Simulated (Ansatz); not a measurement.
Al2Cu (Al2Cu type, space group I4/mcm)

```
CELL_PARAMETERS angstrom
     -3.02971     3.02971     2.43697
      3.02971    -3.02971     2.43697
      3.02971     3.02971    -2.43697
ATOMIC_POSITIONS crystal
  Al 0.65828 0.15828 0.81655
  Al 0.84172 0.65828 0.50000
  Al 0.15828 0.34172 0.50000
  Al 0.34172 0.84172 0.18345
  Cu 0.25000 0.25000 0.00000
  Cu 0.75000 0.75000 0.00000
```

The volume is varied about the relaxed value V₀ at fixed cell shape. The atoms relax within the cell's symmetry.

Level of theory: PBE (plane waves to 420 eV, PAW, scalar-relativistic; Ansatz, an electronic-structure program). k mesh 12×12×12 (Γ-centred), Fermi-Dirac smearing 0.05 eV. Energies are smeared free energies. Compression counts positive. Al2Cu is run without spin polarisation. Al2Cu was relaxed with its symmetry unable to fall. The PAW data are Ansatz's earlier set. The zero of ΔE is the relaxed starting cell.

Problem. Estimate the ΔE (meV/atom) and P (GPa) for V/V₀ = 0.950, 0.960, 0.970, 1.040, 1.060.

Solution. 
| V/V₀ | ΔE (meV/atom) | P (GPa) |
|---|---|---|
| 0.950 | 13 | 5.7 |
| 0.960 | 8 | 4.5 |
| 0.970 | 4 | 3.3 |
| 1.040 | 7 | -3.6 |
| 1.060 | 15 | -5.1 |

(Under strain, the slope of the energy per volume gives the stress and its curvature an elastic modulus.)
